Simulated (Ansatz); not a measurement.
Input file for Ansatz (an electronic-structure program):

Ansatz 0.2 input:
```yaml
crystal:
  lattice:
    - [0.0, 2.5751362985, 2.5751362985]
    - [2.5751362985, 0.0, 2.5751362985]
    - [2.5751362985, 2.5751362985, 0.0]
  atoms:
    - { symbol: Li, position: [0.0, 0.0, 0.0] }
    - { symbol: Cl, position: [0.5, 0.5, 0.5] }
kpoints:
  mp_grid: { grid: [9, 9, 9] }
basis: { xc_grid: 2 }
hamiltonian:
  xc: pbe
  pseudopotentials: { kind: paw }
scf:
  occupations: { method: fixed }
checkpoint: { read: static.run }
output: { write_density: true, elf: true, volumetric_format: npy }
```

Output (shortened):

```
Pseudopotentials: kind: paw
Pseudopotential: Li, paw, valence charge 3
Pseudopotential: Cl, paw, valence charge 7
Functional definition: PBE
Crystal: 2 atoms, lattice volume = 34.153 Å³
Basis set: ecut = 420 eV, 645 PW (Γ), exchange–correlation on 50×50×50 points (8 copies of the dense FFT grid, shifted against one another)
Bands: 9, of which v1, the nominal top of the filled ones, is band 5 counted from 1 (4 counted from 0)
Symmetry: 48 space group operations
Space group: Fm-3m (ITA 225), of the structure as read, at distance tolerance 3.2e-5 Å
k-points: 35 of 729
Initial density: read from a saved state, or passed on in memory by an earlier SCF of this step, an earlier step, the calling program or the single point that …
Stability of the state it starts from, as read at its close in the unpolarized treatment …
Initial wavefunctions: pseudopotential atomic-orbital guess
Eigensolver: davidson
Functional: x = pbe(κ = 0.804, μ = 0.2195149727645171), c = pbe(β = 0.06672455060314922)
iter 1 solved again at ethr=6.12e-6 eV; its pass at ethr=3.10e-3 eV (dr2=6.12e-4 eV) is discarded
SCF iter   1: F=—  HF=-1287.833898 eV  |F-HF|=—  |Δ(HF+E_count)|=         —  Δρ=3.60e-6  dr2=1.66e-9  ethr=6.12e-6  ⟨swp⟩=1.9  Hψ=2624  notcnv=0  defer=64
all-band conjugate gradients solve this SCF's bands
preconditioner: auto → none
SCF iter   2: F=—  HF=-1287.833899 eV  |F-HF|=—  |Δ(HF+E_count)|=   1.28e-6  Δρ=2.57e-6  dr2=1.77e-9  ethr=1.66e-11  ⟨swp⟩=6.0  Hψ=1574  notcnv=0
SCF iter   3: F=-1287.833899 eV  HF=-1287.833899 eV  |F-HF|=2.52e-10  |Δ(HF+E_count)|=  4.33e-10  Δρ=1.55e-6  dr2=4.62e-10  ethr=1.66e-11  ⟨swp⟩=1.0  Hψ=841  notcnv=0
SCF 1 converged in 3 iterations: F = -1287.833899 eV  dr2 = 4.62e-10
SCF converged after 3 iterations
Free energy (F): -1287.833899 eV
Harris-Foulkes:  -1287.833899 eV  (|F-HF|=2.52e-10)
Internal energy: -1287.833899 eV  (E = F + TS)
E sigma→0 (E₀):  -1287.833899 eV
Fermi energy:    1.601208 eV
--- Per-component energies (eV) ---
  E_band       = -104.124160
  E_kinetic    = 183.612554
  E_local      = -327.467360  (includes V_loc(G=0)·N_el)
  E_nonlocal   = -4.753246
  E_hartree    = 95.540271
  E_xc         = -118.617256
  E_vxc        = -136.855408  (∫ρ·V_xc dr)
  E_paw        = -680.420881  (= ΣΔE_a)
  E_vpaw       = -9.741584  (= ΣTr[D̂ρ^β])
  E_aug_tail   = 0.000097  (compensation charges beyond the density's cutoff)
  E_ewald      = -435.728077
  E_smearing   =  0.000000  (= −TS)
  E_closure    = 0.000000  (closes the sum)
  Σ components = -1287.833899   (vs F -1287.833899, Δ=0.00e0)
  [band-id]    e_kinetic+e_local+e_nonlocal+2·e_hartree+e_vxc+e_vpaw+e_augmentation_tail = -104.124406   (vs E_band -104.124160, Δ=-2.46e-4)
--- Band table (eV; the first three rows and the last of 35) ---
  k-point 0: bands = ["-41.9251", "-11.7541", "1.6012", "1.6012", "1.6012", "7.8606", "13.3838", "13.3838", "13.3838"]
  k-point 1: bands = ["-41.9248", "-11.6955", "1.1819", "1.5691", "1.5691", "8.2418", "12.7454", "13.3622", "13.3622"]
  k-point 2: bands = ["-41.9240", "-11.5406", "0.2823", "1.4912", "1.4912", "8.7451", "12.3660", "12.4523", "12.4523"]
  k-point 34: bands = ["-41.9218", "-10.9896", "-0.6201", "-0.2867", "0.6306", "10.8829", "11.3844", "11.6152", "12.7302"]
  band table: 9 of 9 bands, residual norms ≤ 1.0e-3 eV
```

Cost: about 1.6 core-seconds (a rough figure) on shared cores.

The cell was relaxed with PBE under the symmetry of its start; phonons on a q-mesh show no instability.

Potentials: the later of the program's two PAW sets.

Ansatz is a plane-wave DFT program.
